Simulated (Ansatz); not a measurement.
**Zincblende alloy of InAs and AlAs (28 of 32 In sites exchanged), 64 atoms**

Ansatz, PAW, plane waves. PBEsol relaxation of volume and atoms (shape held) at the single k point (¼, ¼, ¼) without its symmetry partners; single points on the relaxed atoms at the single k point (¼, ¼, ¼) without its symmetry partners, onto which points of the small cell's zone fold. Arrangement: random. No spin–orbit coupling unless named.

Relaxed structure:

```
CELL_PARAMETERS angstrom
11.44481 0.00000 0.00000
0.00000 11.44481 0.00000
0.00000 0.00000 11.44481
ATOMIC_POSITIONS crystal
Al 0.99807 0.99980 0.00271
Al 0.99716 0.99966 0.49860
Al 0.99897 0.50044 0.00447
Al 0.99942 0.49926 0.49645
Al 0.50159 0.00189 0.00102
Al 0.50196 0.00123 0.50068
Al 0.49991 0.49776 0.00228
Al 0.49954 0.49822 0.49850
Al 0.25194 0.25159 0.00090
Al 0.25141 0.25179 0.50064
Al 0.24976 0.74814 0.00265
Al 0.24994 0.74717 0.49854
Al 0.74777 0.24985 0.00238
Al 0.74835 0.24935 0.49856
Al 0.75043 0.74909 0.00448
Al 0.74952 0.74940 0.49646
Al 0.25216 0.00184 0.74971
Al 0.24991 0.49970 0.25055
Al 0.25235 0.49830 0.74982
Al 0.74979 0.99994 0.25060
Al 0.74854 0.00212 0.74988
Al 0.74988 0.49986 0.25034
Al 0.74804 0.49769 0.74944
Al 0.99823 0.25178 0.25025
Al 0.99840 0.74847 0.25048
Al 0.50251 0.25263 0.25063
Al 0.50017 0.25007 0.75109
Al 0.50181 0.74826 0.25031
As 0.11878 0.13218 0.11980
As 0.13021 0.11899 0.61809
As 0.12423 0.62558 0.12762
As 0.13089 0.61659 0.61926
As 0.62430 0.12571 0.12770
As 0.62482 0.12631 0.62630
As 0.62487 0.62356 0.12626
As 0.63018 0.61924 0.61830
As 0.37572 0.37434 0.12753
As 0.37654 0.37464 0.62618
As 0.38211 0.86875 0.11986
As 0.36954 0.87976 0.61840
As 0.87355 0.37488 0.12626
As 0.86974 0.37954 0.61862
As 0.87553 0.87427 0.12762
As 0.86710 0.88031 0.61983
As 0.38373 0.13348 0.38149
As 0.37593 0.12580 0.87584
As 0.37601 0.62453 0.37422
As 0.36949 0.61828 0.88166
As 0.87475 0.12588 0.37429
As 0.86823 0.11960 0.88165
As 0.87480 0.62463 0.37373
As 0.86799 0.61814 0.88127
As 0.12538 0.37394 0.37446
As 0.13153 0.38330 0.88297
As 0.11779 0.86763 0.38069
As 0.13263 0.88279 0.88305
As 0.62592 0.37570 0.37456
As 0.62432 0.37422 0.87589
As 0.62417 0.87526 0.37447
As 0.63315 0.88157 0.88292
In 0.25084 0.00089 0.25182
In 0.00142 0.25060 0.75203
In 0.00121 0.75042 0.75132
In 0.50123 0.75066 0.75197
```

Q: What are the mean bond lengths by pair (pairs within 1.2 times the sum of covalent radii, less contacts 15 % beyond the pair's median; cation–cation pairs of compounds aside; long ionic contacts are cut short by that bound)?

A: Al–As 2.461 ± 0.009 Å (standard deviation, 112 bonds); As–In 2.608 ± 0.005 Å (standard deviation, 16 bonds).

Q: What gap lies between the top filled and the lowest empty level in the single points?

A: r²SCAN 2.37 eV (9.4 s on NVIDIA H100). Away from Γ this isn't the crystal's band gap.
